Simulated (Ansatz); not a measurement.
AgAu₃:
```cif
data_AgAu3
_chemical_formula_sum 'Ag1 Au3'
_space_group_name_H-M_alt 'Pm-3m'
_space_group_IT_number 221
_space_group_name_Hall '-P 4 2 3'
_cell_length_a 4.03368
_cell_length_b 4.03368
_cell_length_c 4.03368
_cell_angle_alpha 90.000
_cell_angle_beta 90.000
_cell_angle_gamma 90.000
loop_
_atom_site_label
_atom_site_type_symbol
_atom_site_symmetry_multiplicity
_atom_site_Wyckoff_symbol
_atom_site_fract_x
_atom_site_fract_y
_atom_site_fract_z
_atom_site_occupancy
Ag1 Ag 1 b 0.50000 0.50000 0.50000 1
Au1 Au 3 d 0.00000 0.00000 0.50000 1
```

Relaxed with LDA.

### Question
Which orbitals make up the states near the Fermi level in DFT-LDA in the program Ansatz with PAW potentials?

### Answer
Within 0.5 eV of the Fermi level: Au 6s 35 %, Au 5d 28 %, Ag 5s 9 %, outside the projected shells 24 %. Projections are on Löwdin-orthogonalised atomic valence shells; empty p or d shells of many metals are not among them.

### Question
Tabulate the density of states.

### Answer
States/eV per cell of 4 atoms, in 0.25 eV bins, energy from the Fermi level.

```csv
E (eV),total,Au 5d,Ag 4d,Au 6s
-7.85,0.91,0.13,0.02,0.64
-7.60,1.36,0.33,0.09,0.83
-7.35,2.33,0.93,0.32,1.00
-7.10,2.61,1.39,0.45,0.65
-6.85,6.21,3.54,1.16,1.08
-6.60,8.12,5.24,1.62,0.92
-6.35,7.32,5.20,1.40,0.47
-6.10,6.60,4.84,1.37,0.21
-5.85,5.20,3.83,1.14,0.08
-5.60,7.10,4.96,1.87,0.12
-5.35,7.62,5.20,2.11,0.16
-5.10,8.16,5.49,2.26,0.23
-4.85,9.52,6.23,2.71,0.32
-4.60,13.70,8.75,4.27,0.35
-4.35,6.92,4.56,1.90,0.24
-4.10,7.52,4.93,2.11,0.24
-3.85,7.93,5.00,2.53,0.20
-3.60,7.09,4.84,1.92,0.17
-3.35,8.29,6.30,1.65,0.19
-3.10,6.24,4.82,1.14,0.16
-2.85,7.00,5.50,1.27,0.13
-2.60,8.50,6.42,1.85,0.13
-2.35,10.02,7.20,2.58,0.15
-2.10,5.59,4.67,0.63,0.20
-1.85,3.47,2.95,0.19,0.22
-1.60,1.65,1.10,0.16,0.26
-1.35,1.10,0.49,0.15,0.29
-1.10,0.98,0.40,0.12,0.29
-0.85,1.19,0.41,0.11,0.32
-0.60,1.20,0.37,0.12,0.34
-0.35,0.85,0.24,0.06,0.27
-0.10,0.91,0.27,0.04,0.32
0.15,1.10,0.30,0.04,0.41
0.40,1.10,0.27,0.04,0.40
0.65,1.09,0.23,0.04,0.39
0.90,1.11,0.21,0.04,0.39
1.15,1.09,0.18,0.04,0.38
1.40,1.05,0.15,0.03,0.36
1.65,1.02,0.13,0.03,0.33
1.90,1.01,0.12,0.03,0.33
2.15,0.95,0.10,0.02,0.31
2.40,0.92,0.09,0.02,0.30
2.65,0.90,0.08,0.02,0.30
2.90,0.96,0.08,0.02,0.36
3.15,1.21,0.11,0.03,0.55
3.40,1.24,0.10,0.02,0.54
3.65,1.28,0.09,0.02,0.51
3.90,1.21,0.08,0.02,0.43
4.15,1.14,0.06,0.01,0.35
4.40,1.04,0.05,0.01,0.27
4.65,0.99,0.04,0.01,0.22
```

The workflow started from a Materials Project entry (that database holds measured and hypothetical structures alike); the Crystallography Open Database copy checked does not list it. Its standing as an ambient phase is unchecked. The cell was relaxed with LDA under the symmetry of its start; its stability against distortions is not shown here. The run is not spin-polarised. Scalar-relativistic: spin–orbit coupling is off unless named, which matters more the heavier the elements.

Potentials: the later of the program's two PAW sets.
